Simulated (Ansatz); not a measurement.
The start is a relaxed CoSi2 cell with one Si and one Co atom exchanged in a cell of 6 atoms. A full variable-cell relaxation at zero pressure is run with r2SCAN (plane waves to 500 eV, PAW, scalar-relativistic; Ansatz, a program for electronic structure). First-step values are on the input's coarse k-mesh.

Ansatz input (later rounds restart from its end on a renewed k-mesh):
Ansatz 0.2 input:
```yaml
crystal:
  lattice:
    - [0, 5.3146950046, 5.3146950046]
    - [2.6573475023, 0, 2.6573475023]
    - [2.6573475023, 2.6573475023, 0]
  atoms:
    - { symbol: Si, position: [0, 0, 0] }
    - { symbol: Co, position: [0.5, 0, 0] }
    - { symbol: Si, position: [0.125, 0.25, 0.25] }
    - { symbol: Co, position: [0.625, 0.25, 0.25] }
    - { symbol: Si, position: [0.375, 0.75, 0.75] }
    - { symbol: Si, position: [0.875, 0.75, 0.75] }
basis: { ecutwfc: 500, ecutrho_ratio: 4, xc_grid: 4, fft_grid_basis: typed }
kpoints: { mp_grid: { grid: [4, 8, 8] } }
hamiltonian:
  xc: r2scan
  dispersion: none
  pseudopotentials: { azcp: { folder: ./paw }, kind: paw }
scf: { occupations: { method: fermi_dirac, width: 0.05 } }
relax: { f_tol: 0.01, max_steps: 100, cell: { stress_tol: 0.02 } }
output: { forces: true, stress: true }
```

**Question.** How much energy is released per atom?

**Answer.** 0.36 eV/atom.

**Question.** How does the volume per atom move from start to end?

**Answer.** +14.5 %, from 12.51 to 14.32 Å³/atom.

**Question.** Does it find its way back to the structure it was made from?

**Answer.** It does not go back: it is caught in R3m (No. 160), 0.39 eV/atom above the parent.

**Question.** How do the shortest distances between atoms change?

**Answer.** The closest pairs of elements (up to four, under 3.6 Å), start → end: Co–Si 2.30 → 2.14 Å; Si–Si 2.30 → 2.46 Å; Co–Co 2.30 → 2.66 Å.

**Question.** Write out the relaxed structure.

**Answer.** 
```cif
data_Co6Si12
_chemical_formula_sum 'Si12 Co6'
_space_group_name_H-M_alt 'R3m :H'
_space_group_IT_number 160
_space_group_name_Hall 'R 3 -2"'
_cell_length_a 3.71037
_cell_length_b 3.71037
_cell_length_c 21.62374
_cell_angle_alpha 90.000
_cell_angle_beta 90.000
_cell_angle_gamma 120.000
loop_
_atom_site_label
_atom_site_type_symbol
_atom_site_symmetry_multiplicity
_atom_site_Wyckoff_symbol
_atom_site_fract_x
_atom_site_fract_y
_atom_site_fract_z
_atom_site_occupancy
Si1 Si 3 a 0.00000 0.00000 0.00446 1
Co1 Co 3 a 0.00000 0.00000 0.51434 1
Si2 Si 3 a 0.00000 0.00000 0.61516 1
Co2 Co 3 a 0.00000 0.00000 0.10842 1
Si3 Si 3 a 0.00000 0.00000 0.84622 1
Si4 Si 3 a 0.00000 0.00000 0.41140 1
```
(The calculation used a cell of 6 atoms; values per cell refer to that cell.)

Final values are on a 15×15×15 k-mesh of the relaxed cell. No spin polarisation in the result. A magnetic state may lie lower.

The run could not lose the symmetry of its start: the end is stationary, and may be a saddle point rather than a minimum.

The relaxed structure here is a generated cell of CoSi2: the first start was made by placing the elements on the sites of a structure type, and the end was not matched to a known phase here, so it may be hypothetical. Known forms of CoSi2 include space group No. 225.
